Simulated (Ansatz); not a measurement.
Consider the following.

GaBiN₂:
```
CELL_PARAMETERS angstrom
      3.32669     0.00000     0.00000
     -1.66335     2.88100     0.00000
      0.00000     0.00000     6.54843
ATOMIC_POSITIONS crystal
  Bi 0.33333 0.66667 0.99588
  N  0.33333 0.66667 0.44844
  Ga 0.66667 0.33333 0.50631
  N  0.66667 0.33333 0.81936
```

This is the PBEsol-relaxed structure.

Q: All from PBEsol in the plane-wave PAW code Ansatz, unless another level is named. Predict the electronic character.

A: metallic (no gap).

Q: Predict the density of states at the Fermi level.

A: 0.08 states/eV per atom (mean over ±0.08 eV).

Q: What about the formation energy from the elements (no fitted shifts)?

A: 0.26 eV/atom.

Space group P3m1. The start of the workflow was typed in or built on a structure type; neither database checked (COD, Materials Project) lists it. Whether it is the stable phase at ambient conditions was not checked. Symmetry was held in the PBEsol relaxation; whether a distortion lowers the energy is not shown. The volume moved by 23 % from the start of the relaxation. Its formation energy is positive at this level, so the cell may be metastable or incomplete. The references are the lowest solids computed at this level, not always the standard phases (solids in place of the gases). Scalar-relativistic: spin–orbit coupling is off unless named, which matters more the heavier the elements.

Potentials: the earlier of the program's two PAW sets. The files were generated under PBE; for other functionals the program regenerates the frozen cores, and for LDA and PBEsol the local potential too.
